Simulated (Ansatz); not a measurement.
AlP:
Space group P6₃/mmc (No. 194); a = b = 3.604 Å, c = 5.776 Å, α = β = 90.00°, γ = 120.00°

```csv
atom,site,symmetry,x,y,z
Al,2a,-3m.,0.0000,0.0000,0.0000
P,2c,-6m2,0.3333,0.6667,0.2500
```

Relaxed at zero pressure with the program Ansatz at the PBE level (PAW).

**Question.** The volume is lowered by 3 % and shape and atoms relax at that volume. What pressure results, and how do the axes share the change?

**Answer.** 3.4 GPa; a -1.1 %, b -1.1 %, c -0.9 %; the energy rises by 5 meV/atom.

**Question.** Give the new structure.

**Answer.** 
Space group P6₃/mmc (No. 194); a = b = 3.5663 Å, c = 5.7225 Å, α = β = 90.00°, γ = 120.00°

```tsv
atom	site	symmetry	x	y	z
Al	2a	-3m.	0.0000	0.0000	0.0000
P	2c	-6m2	0.3333	0.6667	0.2500
```

The phase is kept; no other phase was compared at this pressure.

Space group P6_3/mmc (NiAs type). The start of the workflow was typed in or built on a structure type; neither database checked (COD, Materials Project) lists it. It is not the phase usual at ambient conditions (space group No. 216). Symmetry was held in the PBE relaxation; its stability against distortions is not shown here.

Potentials: the earlier of the program's two PAW sets.
